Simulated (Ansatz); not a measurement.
input.yaml (Ansatz)

```yaml
crystal:
  lattice:
    - [-2.7491560018, 2.7491560018, 1.501039177]
    - [2.7491560018, -2.7491560018, 1.501039177]
    - [2.7491560018, 2.7491560018, -1.501039177]
  atoms:
    - { symbol: Li, position: [0.0, 0.0, 0.0] }
    - { symbol: Li, position: [0.75, 0.25, 0.5] }
hamiltonian:
  xc: r2scan
  pseudopotentials:
    kind: paw
    azcp:
      Li: "pseudopotentials/Li.paw.azcp"
basis:
  ecutwfc: 500
  fft_grid_basis: typed
kpoints:
  mp_grid: { grid: [12, 12, 8], shift: [0, 0, 0] }
magnetization:
  spin_polarized: false
scf:
  occupations: { method: fermi_dirac, width: 0.1 }
relax:
  max_steps: 60
  f_tol: 0.01
  cell: {}
```

and its output:

```
Warning: crystal.symmetry: narrowed to the stabiliser of the k-point mesh — unitary ops 16 → 4; excluded 12 operations that carry a point of the 12×12×8 mesh (shift [0, 0, 0]) off the mesh (the run samples exactly the mesh kpoints.mp_grid names, as under crystal.symmetry.detect: false, and its converged state has the mesh's symmetry, not the crystal's; ε∞, the Born charges and the force constants of a linear response (`dielectric:` by the response, `phonons.method: dfpt`) are averaged over those of the crystal's operations that the state keeps within a tolerance, where `mesh_tensors`, `unaveraged_element` or `gamma_mean_max_change_ev_ang2` stands beside them; a row that `dielectric.field_direction` solves alone is averaged likewise, with nothing beside; a Γ-centred mesh of equal divisions is mapped onto itself by every operation and keeps the whole group, as does a half-shifted one under kpoints.further_shifts: images)
Engine: ansatz 0.2.0, x86_64-unknown-linux-gnu
Pseudopotentials: kind: paw
Pseudopotential: Li, paw, valence charge 3, recommended cutoff 500 eV (meta_gga) 
Functional definition: r2SCAN
  parameter k0 = 0.174
  parameter k1 = 0.065
  parameter a1 = 4.9479
  exchange = r2scan_x(k0 = k0, k1 = k1, a1 = a1)
  correlation = r2scan_c
Crystal: 2 atoms, lattice volume = 45.379 Å³
Basis set: ecut = 500 eV, 1157 PW (Γ), exchange–correlation on 128×128×128 points (64 copies of the dense FFT grid, shifted against one another)
Bands: 7, of which v1, the nominal top of the filled ones, is band 3 counted from 1 (2 counted from 0)
Symmetry: 4 space group operations
k-points: 320 of 1152
Non-local potential: Li, projectors of the file, l = 0: 3, l = 1: 2, l = 2: 1
PAW form: soft (Blöchl's): semilocal exchange-correlation on the pseudo side does not see the compensation charge
PAW one-centre angular grid: Li, 302 points (default); XC on 327 of its mesh's 2665 points in the sphere
Initial density: superposition of atomic densities (neutral atoms: chi_scale 0, normalization atom), corrected by the library's trained network
Initial wavefunctions: pseudopotential atomic-orbital guess
Functional: x = r2scan, c = r2scan; τ floored in thin density (d = 2e-4 eV/Å³)
SCF iter   1: F=—  HF=-410.128386 eV  |F-HF|=—  |Δ(HF+E_count)|=         —  Δρ=2.20e-3  dr2=1.14e-3  dr2_τ=4.97e-4  ethr=1.77e-3  ⟨swp⟩=4.2  Hψ=15642  notcnv=0
SCF iter   2: F=—  HF=-410.128003 eV  |F-HF|=—  |Δ(HF+E_count)|=   3.83e-4  Δρ=1.22e-3  dr2=4.85e-4  dr2_τ=2.08e-5  ethr=1.90e-5  ⟨swp⟩=2.0  Hψ=7040  notcnv=0
SCF iter   3: F=—  HF=-410.128226 eV  |F-HF|=—  |Δ(HF+E_count)|=   2.24e-4  Δρ=1.65e-4  dr2=1.53e-5  dr2_τ=7.62e-7  ethr=8.08e-6  ⟨swp⟩=2.0  Hψ=3227  notcnv=0
SCF iter   4: F=—  HF=-410.128230 eV  |F-HF|=—  |Δ(HF+E_count)|=   3.39e-6  Δρ=8.92e-6  dr2=4.56e-8  dr2_τ=6.41e-9  ethr=2.54e-7  ⟨swp⟩=2.4  Hψ=3240  notcnv=0
iter 5 did not close the SCF: its close was put off for the readings that it lacked (scf_convergence_deferred on its scf_iter line)
SCF iter   5: F=-410.128230 eV  HF=-410.128230 eV  |F-HF|=1.03e-10  |Δ(HF+E_count)|=   1.80e-7  Δρ=1.31e-6  dr2=9.82e-10  dr2_τ=1.22e-11  ethr=7.60e-10  ⟨swp⟩=2.0  Hψ=3326  notcnv=0
SCF iter   6: F=-410.128230 eV  HF=-410.128230 eV  |F-HF|=1.13e-11  |Δ(HF+E_count)|=  1.19e-12  Δρ=1.44e-7  dr2=9.75e-12  dr2_τ=2.30e-13  ethr=1.64e-11  ⟨swp⟩=1.2  Hψ=6451  notcnv=0
SCF 1 converged in 6 iterations: F = -410.128230 eV  dr2 = 9.75e-12
...
SCF iter   6: F=-410.285987 eV  HF=-410.285987 eV  |F-HF|=2.90e-12  |Δ(HF+E_count)|=  9.42e-11  Δρ=6.52e-8  dr2=7.88e-13  dr2_τ=2.25e-13  ethr=1.00e-12  ⟨swp⟩=4.7  Hψ=6612  notcnv=0
SCF 24 converged in 6 iterations: F = -410.285987 eV  dr2 = 7.88e-13
relax step  24: F+E_penalty+E_count = -410.28598747 eV  Δ(F+E_penalty+E_count) = -8.337e-6 eV  max|allowed force component| = 6.398e-4 eV/Å  Δτ_max = 0.0030 Å  P = +0.000 GPa  Ω = 42.005 Å³  energy of the carried Pulay correction = -5.876e-6 eV  (6 SCF iters, accepted)
iter 1 solved again at ethr=1.59e-9 eV; its pass at ethr=3.10e-3 eV (dr2=9.51e-8 eV) is discarded
SCF iter   1: F=—  HF=-410.286029 eV  |F-HF|=—  |Δ(HF+E_count)|=         —  Δρ=1.03e-4  dr2=8.30e-8  dr2_τ=2.24e-9  ethr=1.59e-9  ⟨swp⟩=3.0  Hψ=22370  notcnv=0
SCF iter   2: F=—  HF=-410.286003 eV  |F-HF|=—  |Δ(HF+E_count)|=   2.60e-5  Δρ=5.13e-5  dr2=1.95e-8  dr2_τ=2.04e-7  ethr=1.38e-9  ⟨swp⟩=2.0  Hψ=3329  notcnv=0
SCF iter   3: F=—  HF=-410.285993 eV  |F-HF|=—  |Δ(HF+E_count)|=   1.03e-5  Δρ=3.44e-6  dr2=5.71e-10  dr2_τ=8.21e-10  ethr=3.24e-10  ⟨swp⟩=2.0  Hψ=3335  notcnv=0
SCF iter   4: F=-410.285993 eV  HF=-410.285993 eV  |F-HF|=1.21e-10  |Δ(HF+E_count)|=   3.24e-8  Δρ=3.30e-7  dr2=1.46e-11  dr2_τ=5.10e-12  ethr=1.00e-12  ⟨swp⟩=3.7  Hψ=8876  notcnv=0
SCF 25 converged in 4 iterations: F = -410.285993 eV  dr2 = 1.46e-11
relax step  25: F+E_penalty+E_count = -410.28599303 eV  Δ(F+E_penalty+E_count) = -5.562e-6 eV  max|allowed force component| = 6.388e-4 eV/Å  Δτ_max = 0.0000 Å  P = +0.000 GPa  Ω = 42.005 Å³  stress off target by 1.31e-2 GPa  SCF on the basis re-selected at this cell (its energy is not comparable with the rows above)  (4 SCF iters)
basis re-selected at this cell: Δ(F+E_penalty+E_count) = -5.562e-6 eV, ΔP = -0.000 GPa vs the last step (what re-selecting the basis moved, of the pressure what is left beyond the Pulay correction that the steps carried, after the strain that the cell walked since its last selection, with what the two solves' SCF thresholds leave and, on support functions, any second-order correction that the steps lacked; it is no measure of the basis error at this ecutwfc). This SCF's stress stands 1.31e-2 GPa from its target on what of the cell is left free (relax.cell.stress_tol is 5.00e-2 GPa) and its largest allowed force component is 6.39e-4 eV/Å (relax.f_tol is 1.00e-2 eV/Å): within both
SCF converged after 4 iterations
Free energy (F): -410.285993 eV
Harris-Foulkes:  -410.285993 eV  (|F-HF|=1.21e-10)
Internal energy: -410.257586 eV  (E = F + TS)
E sigma→0 (E₀):  -410.271790 eV
Entropy (-TS):   -0.028407 eV (-14.203 meV/atom)
Fermi energy:    0.936465 eV
--- Per-component energies (eV) ---
  E_band       = -189.808310
  E_kinetic    = 42.258948
  E_local      = -266.700693  (includes V_loc(G=0)·N_el)
  E_nonlocal   = -66.655799
  E_hartree    = 79.312338
  E_xc         = -19.176053
  E_vxc        = -27.323444  (∫ρ·V_xc dr)
  E_paw        = -43.634079  (= ΣΔE_a)
  E_vpaw       = -31.667804  (= ΣTr[D̂ρ^β])
  E_aug_tail   = -0.000203  (compensation charges beyond the density's cutoff)
  E_vtau       = 1.655996  (kinetic-family band-sum trace: ∫τ·v_τ [+ j·A + Jᵃ·Aᵃ] dr)
  E_ewald      = -135.662044
  E_smearing   = -0.028407  (= −TS)
  E_closure    = -0.000000  (closes the sum)
  Σ components = -410.285993   (vs F -410.285993, Δ=0.00e0)
--- Forces (eV/Å), atoms counted from 1 ---
  atom   1  Li     0.00063883    -0.00063883     0.00000000
  atom   2  Li    -0.00063883     0.00063883    -0.00000000
  max |Σ_I F_I| component: 0.00e0 eV/Å
--- Stress (GPa, compression-positive) ---
        0.004225      -0.008875      -0.001998
       -0.008875       0.004225      -0.001998
       -0.001998      -0.001998      -0.007400
  P = ⅓ Tr σ = 0.0003 GPa (0.003 kbar)
--- Relaxed structure (23 steps of the walk, 21 accepted, 2 SCFs on fresh bases) ---
  F+E_penalty+E_count = -410.28599303 eV   max|allowed force component| = 6.388e-4 eV/Å   (the final SCF, on the basis selected at the relaxed cell)
  cell:  # Å, volume = 42.0047 Å³
    - [-2.079350739686369, 1.714114395683644, 1.531062289304618]
    - [1.714114395683644, -2.079350739686369, 1.531062289304618]
    - [3.87848930177608, 3.87848930177608, -2.199993322268977]
  atoms:
    - { symbol: Li, position: [-0.041841378202744924, 0.04184137820274494, 6.824455217404685e-18] }
    - { symbol: Li, position: [0.7918413782027451, 0.20815862179725503, 0.5000000000000001] }
```

Command:

```sh
ansatz run input.yaml --threads 1 --pin off --max-ram 3584MiB --backend cpu --events-out ev --progress --plain --runs-dir out
```

On 1 thread of Intel(R) Xeon(R) Platinum 8259CL CPU @ 2.50GHz (Skylake/Cascade Lake) (shared host) this took about 340 s of wall time and 340 s of CPU time.
